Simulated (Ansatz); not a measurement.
ScOF in space group P2_1/c (No. 14; Sc on 4e, O on 4e, F on 4e), PBEsol in the plane-wave PAW code Ansatz. The conduction-band minimum lies at Y2, with 1 equivalent valley. Second derivatives d²E/dk² of the lowest band at one valley (eV·Å²), along Cartesian directions:

```tsv
direction	d²E/dk²
[100]	4.014
[010]	2.508
[001]	3.089
[110]	3.260
[101]	4.205
[011]	2.797
```

**Question.** Find the principal effective masses, the density-of-states mass and the conductivity mass.

**Answer.** Off-diagonal terms follow from H_xy = H[110] − (H_xx + H_yy)/2, and m*/mₑ = 7.620 eV·Å² over each eigenvalue: 1.8, 2.8, 3.0. One valley's DOS mass (m₁m₂m₃)^(1/3) = 2.5, conductivity mass 3/(Σ 1/mᵢ) = 2.4 mₑ.

**Question.** What effective density of states Nc follows at 300 K for parabolic valleys?

**Answer.** Nc = 2.509e19 × 1 × (2.5)^(3/2) ≈ 9.9e19 cm⁻³.

**Question.** With the computed static dielectric constant 13.0 (mean of the diagonal), estimate a hydrogenic donor's binding energy and radius.

**Answer.** E = 13.606 eV × 2.4/13.0² ≈ 190 meV; a = 0.529 Å × ε/m* ≈ 2.9 Å. Semilocal masses tend to be too small where the gap is.

The first step of the workflow began from a Materials Project structure, measured or hypothetical; the Crystallography Open Database copy checked does not list it. Its standing as an ambient phase is unchecked. The PBEsol relaxation kept the symmetry of its start; of distortions, only those at the zone centre were tested. No spin polarisation was allowed.

Potentials: the later of the program's two PAW sets.
